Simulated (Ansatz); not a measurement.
# SiC: from a starting cell to a relaxed one

The start is a generated cell, SiC built in the 4H structure type. Cell shape, volume and atoms are optimised at zero target pressure with r2SCAN (plane waves to 500 eV, PAW, scalar-relativistic; Ansatz, an electronic-structure program). The first steps use a coarse 9×9×3 k-mesh.

Input geometry:
```
SiC
1.0
    3.08051     0.00000     0.00000
   -1.54025     2.66780     0.00000
    0.00000     0.00000    10.08480
Si C
4 4
Direct
  0.00000   0.00000   0.00000
  0.00000   0.00000   0.50000
  0.66667   0.33333   0.75018
  0.33333   0.66667   0.25018
  0.00000   0.00000   0.81216
  0.00000   0.00000   0.31216
  0.66667   0.33333   0.56329
  0.33333   0.66667   0.06329
```

- Outcome = The space group stays P6₃mc (No. 186) (the run could not lower it); the end is AFLOW prototype AB_hP8_186_ab_ab (B5, as in SiC), with 8 atoms in the primitive cell
- Energy released = 1 meV/atom
- Shortest distances (start → end) = The closest pairs of elements (up to four, under 3.6 Å), start → end: C–Si 1.88 → 1.88 Å; C–C 3.08 → 3.08 Å; Si–Si 3.08 → 3.08 Å
- Optimiser moves = 3

Final structure:

Space group P6₃mc (No. 186); a = 3.078 Å, b = 3.078 Å, c = 10.076 Å, α = 90.00°, β = 90.00°, γ = 120.00°

```
atom  site  symmetry       x       y       z
----  ----  --------  ------  ------  ------
Si      2a       3m.  0.0000  0.0000  0.0003
Si      2b       3m.  0.3333  0.6667  0.2502
C       2a       3m.  0.0000  0.0000  0.3129
C       2b       3m.  0.3333  0.6667  0.0622
```

Final values are on a 12×12×4 k-mesh of the relaxed cell. No spin polarisation in the result.

The run could not lose the symmetry of its start.

The first start was generated by placing the elements on the sites of a structure type. A measured structure of SiC has the same space group, P6₃mc (No. 186); the sites were not compared with it.
